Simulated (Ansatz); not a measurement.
**NMR crystallography of AlN with indium replacing Al: given against relaxed positions**

Start: a supercell of AlN (wurtzite type, P6_3mc) built from a COD entry (the entry's cell lengths or inner coordinates differ somewhat from later room-temperature determinations), with all atoms left at the host's positions.

```
In Al N
1.0
     6.22600    0.00000    0.00000
    -3.11300    5.39187    0.00000
     0.00000    0.00000    9.96200
In Al N
1 15 16
Direct
  0.16667 0.33333 0.00000
  0.16667 0.33333 0.50000
  0.16667 0.83333 0.00000
  0.16667 0.83333 0.50000
  0.66667 0.33333 0.00000
  0.66667 0.33333 0.50000
  0.66667 0.83333 0.00000
  0.66667 0.83333 0.50000
  0.33333 0.16667 0.25000
  0.33333 0.16667 0.75000
  0.33333 0.66667 0.25000
  0.33333 0.66667 0.75000
  0.83333 0.16667 0.25000
  0.83333 0.16667 0.75000
  0.83333 0.66667 0.25000
  0.83333 0.66667 0.75000
  0.16667 0.33333 0.19000
  0.16667 0.33333 0.69000
  0.16667 0.83333 0.19000
  0.16667 0.83333 0.69000
  0.66667 0.33333 0.19000
  0.66667 0.33333 0.69000
  0.66667 0.83333 0.19000
  0.66667 0.83333 0.69000
  0.33333 0.16667 0.44000
  0.33333 0.16667 0.94000
  0.33333 0.66667 0.44000
  0.33333 0.66667 0.94000
  0.83333 0.16667 0.44000
  0.83333 0.16667 0.94000
  0.83333 0.66667 0.44000
  0.83333 0.66667 0.94000
```

Sites (sets of like atoms) are named by element and the number of their first atom in this list.

Computed with Ansatz: DFT, PBE, plane waves and PAW, scalar-relativistic, 420 eV cutoff, Γ-centred 4×4×2 k-points, Fermi–Dirac smearing 0.01 eV.

The largest force at the start is 6.1 eV/Å. Relaxing the ions at fixed cell moves them by 0.240 Å at most (atom 17, N) and 0.072 Å rms.

| site | atom | moved (Å) | first shell before | first shell after | V_zz before (10²¹ V/m²) | η before |
| --- | --- | --- | --- | --- | --- | --- |
| In | 1 | 0.026 | 4 N at 1.89 Å | 4 N at 2.06–2.11 Å | 1.21 | 0.00 |
| Al2 | 2 | 0.017 | 4 N at 1.89 Å | 4 N at 1.89–1.91 Å | 0.27 | 0.00 |
| Al3 | 3 | 0.019 | 4 N at 1.89 Å | 4 N at 1.85–1.91 Å | 0.29 | 0.25 |
| Al4 | 4 | 0.011 | 4 N at 1.89 Å | 4 N at 1.88–1.89 Å | 0.24 | 0.01 |
| Al9 | 9 | 0.056 | 4 N at 1.89 Å | 4 N at 1.87–1.90 Å | 0.26 | 0.70 |
| N17 | 17 | 0.240 | 1 In at 1.89 Å, 3 Al at 1.89 Å | 3 Al at 1.87 Å, 1 In at 2.11 Å | 0.44 | 0.00 |
| N19 | 19 | 0.007 | 4 Al at 1.89 Å | 4 Al at 1.89–1.91 Å | 0.14 | 0.66 |
| N20 | 20 | 0.025 | 4 Al at 1.89 Å | 4 Al at 1.88 Å | -0.10 | 0.16 |
| N25 | 25 | 0.042 | 4 Al at 1.89 Å | 4 Al at 1.88–1.89 Å | -0.083 | 0.00 |
| N26 | 26 | 0.161 | 3 Al at 1.89 Å, 1 In at 1.89 Å | 3 Al at 1.85–1.87 Å, 1 In at 2.06 Å | 0.56 | 0.05 |

(1) How do the gradients change?

Results:

(1) 

```tsv
site	atom	V_zz after	η after	change of V_zz
In	1	4.18	0.00	+2.97
Al2	2	0.73	0.00	+0.46
Al3	3	1.15	0.70	+0.86
Al4	4	0.13	0.50	-0.11
Al9	9	-0.64	0.26	–
N17	17	1.84	0.00	+1.40
N19	19	-0.31	0.34	–
N20	20	-0.46	0.46	-0.36
N25	25	-0.65	0.19	-0.57
N26	26	1.81	0.08	+1.25
```

The largest change of V_zz along a kept axis is on In, from 1.21 to 4.18. Small gradients that grow severalfold: N17 (0.44 to 1.84), Al3 (0.29 to 1.15). Where |V_zz| stays above 0.1 and the axes keep their order, η moves most on Al4, from 0.01 to 0.50. On N20 V_xx and V_yy change places (or their axes turn by over 50°), so the two values of η hide a larger change. On Al9, N19 the largest principal value lies along another axis in the second run, so the two V_zz can't be compared directly. The table leaves out 6 of the 16 sites, with |V_zz| up to 0.57; their tensors move by 0.42 at most along any direction. The statements above cover all sites. The host's own positions weren't relaxed first, so part of the change far from the defect can be the host's relaxation.

The defect repeats with the cell of 32 atoms, so it feels its images: sites between two images don't show the values beside a lone defect, and zeros or small values of η there can come from the images' arrangement. Al and N carry a gradient in the pure host already, so the values there aren't the defect's effect alone. Without spin–orbit coupling (the program notes it for In) the gradients are little affected as a rule: paired runs on crystals with a gap mostly move them by under 2 % at such atoms.
Before: The cell keeps the host's lattice, where the PBE pressure is 12 GPa. The neighbours have not yet relaxed around the defect (largest force 6.1 eV/Å), so the values at and beside it are those of a strained start, not of the defect in a real crystal.
After: The relaxation keeps the site symmetry 3m of the start, so the impurity can move only along its axis; a start off the site could end lower. The cell keeps the host's lattice, where the PBE pressure is 9 GPa.
